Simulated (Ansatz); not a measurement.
Starting cell, CsPbBr3 (cubic perovskite):

```
CsPbBr3
1.0
    6.00277     0.00000     0.00000
    0.00000     6.00277     0.00000
    0.00000     0.00000     6.00277
Cs Pb Br
1 1 3
Direct
  0.00000   0.00000   0.00000
  0.50000   0.50000   0.50000
  0.00000   0.50000   0.50000
  0.50000   0.50000   0.00000
  0.50000   0.00000   0.50000
```

In each cell atom 1 (Cs, nearest neighbour Br at 4.245 Å; its periodic images, 6.0 Å or more away, move with it) moves by s·(0.707, 0.707, 0.000) (along Cartesian [110]), the rest being held.

Calculation: PBE (plane waves to 420 eV, PAW, scalar-relativistic; Ansatz, an electronic-structure program). k mesh 5×5×5 (Γ-centred), Fermi-Dirac smearing 0.05 eV. E stands for the smeared free energy. Stress and pressure are positive under compression. F∥ is the force on the atom along that direction. CsPbBr3 was relaxed with its symmetry unable to fall. Spin-orbit coupling is left out, though Pb is heavy. The PAW data are Ansatz's earlier set. This is a high-temperature form of CsPbBr3. The zero of ΔE is the undisplaced structure.

| s (Å) | ΔE (meV/cell) | P (GPa) | F∥ (eV/Å) |
|---|---|---|---|
| -1.270 | 489 | 1.72 | 1.829 |
| -1.016 | 177 | 0.87 | 0.764 |
| -0.762 | 53 | 0.39 | 0.280 |
| -0.508 | 11 | 0.13 | 0.080 |
| -0.254 | 1 | 0.00 | 0.014 |
| 0.000 | 0 | -0.04 | 0.000 |
| 0.254 | 1 | 0.00 | -0.014 |
| 0.508 | 11 | 0.13 | -0.080 |
| 0.762 | 53 | 0.39 | -0.280 |
| 1.016 | 177 | 0.87 | -0.764 |
| 1.270 | 489 | 1.72 | -1.829 |

What the scan shows:

| Item | Value |
|---|---|
| Energy at s = 1.270 Å | 489 meV/cell |
| Force along the line at s = -1.270 Å | 1.83 eV/Å |
| Symmetry of the curve | even: the same for both signs |
| Shape of the curve | a single well with its minimum at or next to zero displacement |

(A displaced cell: forces are minus the slopes of the energy, force constants its curvatures, and phonons follow from these.)
